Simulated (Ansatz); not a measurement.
**HfO2 with Au replacing Hf: what each run costs**

HfO2 with Au replacing Hf, cell charge -1. Cell: 48 atoms, space group P1, a = 9.476 Å, b = 8.498 Å, c = 9.476 Å, α = 110.82°, β = 113.64°, γ = 108.21°.

All runs are DFT with Ansatz 0.2.0 on 4 threads of Arm Neoverse V2 (aarch64; 8 cores open to the job, memory cap 10.0 GiB, no GPU), a shared host.

(1) Rank the runs by wall time, shortest first.
A. single point, PBE, 420 eV, 3×3×3 k-points, smearing 0.01 eV
B. single point at relaxed positions, r2SCAN, 500 eV, 3×3×3 k-points, smearing 0.01 eV
C. relaxation of the ions, PBE, 420 eV, 3×3×3 k-points, smearing 0.01 eV

Results:

(1) A (4.3 min, 4.8 GiB), B (6 min, 6.7 GiB), C (27 min, 6 GiB).
